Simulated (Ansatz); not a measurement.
Relaxed-ion elastic tensor of Sn (diamond, space group No. 227) in GPa (Voigt order), plane-wave PAW r²SCAN+D4 (Ansatz code); density 5.63 g/cm³, 35.02 Å³ per atom.

```
68.0  32.3  32.3   0.0   0.0   0.0
32.3  68.0  32.3   0.0   0.0   0.0
32.3  32.3  68.0   0.0   0.0   0.0
 0.0   0.0   0.0  31.7   0.0   0.0
 0.0   0.0   0.0   0.0  31.7   0.0
 0.0   0.0   0.0   0.0   0.0  31.7
```

Task: Is the crystal mechanically stable?

Result: Yes: the smallest eigenvalue of C is 31.7 GPa.

Task: Work out the Voigt, Reuss and Hill averages.

Result: K_V = 44.2, K_R = 44.2, K_H = 44.2; G_V = 26.2, G_R = 24.2, G_H = 25.2 GPa.

Task: Give Young's modulus, Poisson's ratio, Pugh's ratio and the universal anisotropy index.

Result: E = 9KG/(3K + G) = 63.5 GPa; ν = 0.26; K/G = 1.75 (near the Pugh limit of 1.75, no verdict); A_U = 5G_V/G_R + K_V/K_R − 6 = 0.41.

Task: Estimate the sound speeds and the Debye temperature.

Result: v_l = √((K + 4G/3)/ρ) = 3720 m/s, v_t = √(G/ρ) = 2120 m/s, mean 2350 m/s; Θ = (h/k)(3n/4πV)^(1/3) v_m = 214 K.

Task: Give the Zener ratio and Young's modulus along [100], [110] and [111].

Result: A = 2C44/(C11 − C12) = 1.78; 1/E = S11 − 2(S11 − S12 − S44/2)Γ with Γ = 0, 1/4, 1/3 gives 47.2, 66.4, 76.8 GPa.

Task: Solve the Christoffel equation for the three sound speeds along [100], [110], [111].

Result: Eigenvalues of C_ijkl n_j n_l equal ρv². In km/s, slowest first: [100] 2.37, 2.37, 3.47; [110] 1.78, 2.37, 3.81; [111] 2.00, 2.00, 3.92.

Space group Fd-3m (diamond). This is a known low-temperature phase of the composition, computed here at zero pressure and temperature. The cell was relaxed with r²SCAN+D4 under the symmetry of its start; whether a distortion lowers the energy is not shown. The pairwise dispersion correction was not fitted to metals. As this level gives no gap, shear constants depend on the k-mesh and smearing (Fermi–Dirac, 0.1 eV here). Spin–orbit coupling is left out wherever it is not named.

Potentials: the later of the program's two PAW sets.
